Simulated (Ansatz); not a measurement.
C:
```
CELL_PARAMETERS angstrom
      9.05310     0.00000     0.00000
      0.00000     2.51596     0.00000
      0.00000     0.00000     4.14079
ATOMIC_POSITIONS crystal
  C  0.81048 0.25000 0.69986
  C  0.47939 0.25000 0.90840
  C  0.69498 0.25000 0.42540
  C  0.03657 0.25000 0.93137
  C  0.68952 0.75000 0.19986
  C  0.02061 0.75000 0.40840
  C  0.80502 0.75000 0.92540
  C  0.46343 0.75000 0.43137
  C  0.18952 0.75000 0.30014
  C  0.52061 0.75000 0.09160
  C  0.30502 0.75000 0.57460
  C  0.96343 0.75000 0.06863
  C  0.31048 0.25000 0.80014
  C  0.97939 0.25000 0.59160
  C  0.19498 0.25000 0.07460
  C  0.53657 0.25000 0.56863
```

Relaxed with r²SCAN. Special points in fractions of this cell's reciprocal vectors: Γ (0.000, 0.000, 0.000); X (0.500, 0.000, 0.000); S (0.500, 0.500, 0.000); Y (0.000, 0.500, 0.000); Z (0.000, 0.000, 0.500); U (0.500, 0.000, 0.500); R (0.500, 0.500, 0.500); T (0.000, 0.500, 0.500).

Task: List the band energies nearest the valence-band maximum at these points for r²SCAN in the plane-wave PAW code Ansatz.

Result: In eV from the valence-band maximum; about four levels below and three above (degenerate sets whole), none deeper than 8.9 eV; points with the same levels are listed once.

```json
[
 {"k": "Γ", "below": "-0.74 -0.30 -0.27 0.00", "above": "5.05 5.12 5.68"},
 {"k": "X", "below": "-0.41 -0.41 -0.31 -0.31", "above": "5.09 5.09 6.49 6.49"},
 {"k": "S", "below": "-3.57 -3.57 -3.57 -3.57", "above": "6.01 6.01 6.01 6.01"},
 {"k": "Y", "below": "-4.39 -4.39 -3.01 -3.01", "above": "5.50 5.50 5.99 5.99"},
 {"k": "Z", "below": "-1.77 -1.77 -1.29 -1.29", "above": "4.76 4.76 6.84 6.84"},
 {"k": "U", "below": "-1.96 -1.96 -1.38 -1.38", "above": "4.53 4.53 6.46 6.46"},
 {"k": "R", "below": "-2.95 -2.95 -2.95 -2.95", "above": "7.13 7.13 7.13 7.13"},
 {"k": "T", "below": "-3.64 -3.64 -2.75 -2.75", "above": "6.66 6.66 7.32 7.32"}
]
```

Space group Pnma. The start of the workflow was typed in or built on a structure type; neither database checked (COD, Materials Project) lists it. It is not the phase usual at ambient conditions (space group No. 194, 227). Symmetry was held in the r²SCAN relaxation; whether a distortion lowers the energy is not shown.

Potentials: the earlier of the program's two PAW sets.
